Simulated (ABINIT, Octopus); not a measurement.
This is a calculation of SiF for ABINIT 10.8.3 (patched build). Atoms were shifted at random by some hundredths of an Å from the given cell, which wasn't relaxed again for these runs. The cell comes from a database or a generator and needn't be the stable form of this composition.

File run.abi:

```
pp_dirpath "./"
pseudos "Si.GGA_PBE-JTH.xml, F.GGA_PBE-JTH.xml"

acell 3*1.0 Angstrom
rprim
     3.0286000000     0.0000000000     0.0000000000
     0.0000000000     3.0286000000     0.0000000000
     0.0000000000     0.0000000000     3.0286000000
ntypat 2
znucl 14 9
natom 2
typat 1 2
xcart
     2.8075049057     2.8192604089     2.7679173616
     0.0450303307    -0.0593727314     0.0116696548
chkprim 0
chksymtnons 0
tolsym 1.0e-6

ecut 23.0
pawecutdg 45.0
pawxcdev 0

kptopt 1
ngkpt 9 9 9
nshiftk 1
shiftk 0.0 0.0 0.0

ixc 11

nband 10
occopt 3
tsmear 0.05 eV

nstep 100
tolvrs 1.0e-9

iomode 3
prtwf 0
prtden 0
prteig 0
prtebands 0
enunit 1
```

Potentials or basis: JTH PAW PBE v2.0.

Command:

```sh
$ abinit run.abi > log 2>&1
```

**Question.** Translate it to Octopus 16.4. Potentials or basis there: pseudodojo_pbe (PseudoDojo 0.5, PBE).

**Answer.** As run (cutoffs and basis follow the program's own potentials, and thresholds, step limits or extra output files can differ):

Contents of inp:

```
CalculationMode = gs
UnitsOutput = eV_Angstrom
PeriodicDimensions = 3
ExperimentalFeatures = yes
PseudopotentialSet = pseudodojo_pbe
%LatticeParameters
 1*angstrom | 1*angstrom | 1*angstrom
%
%LatticeVectors
 3.0286 | 0 | 0
 0 | 3.0286 | 0
 0 | 0 | 3.0286
%
%ReducedCoordinates
 "Si" | 0.490546 | 0.4926 | 0.483629
 "F" | 0.007868 | -0.010374 | 0.002039
%
%Spacing
 0.11648462*angstrom | 0.11648462*angstrom | 0.11648462*angstrom
%
DerivativesOrder = 8
%KPointsGrid
 9 | 9 | 9
%
KPointsUseSymmetries = yes
XCFunctional = gga_x_pbe + gga_c_pbe
SmearingFunction = fermi_dirac
Smearing = 0.05*eV
ExtraStates = 6
Eigensolver = chebyshev_filter
ConvRelDens = 3e-7
MaximumIter = 120
```

Potentials or basis: pseudodojo_pbe (PseudoDojo 0.5, PBE).

Launch:

```console
$ OMP_NUM_THREADS=1 octopus > out.log
```

Both were run:

|  | ABINIT | Octopus |
| --- | --- | --- |
| Largest force | 0.060 eV/Å | 0.056 eV/Å |
| Energy over the undisturbed cell | -1.2 meV/atom | -1.0 meV/atom |

The undisturbed cell isn't at this level's minimum, so the move can lower the energy.
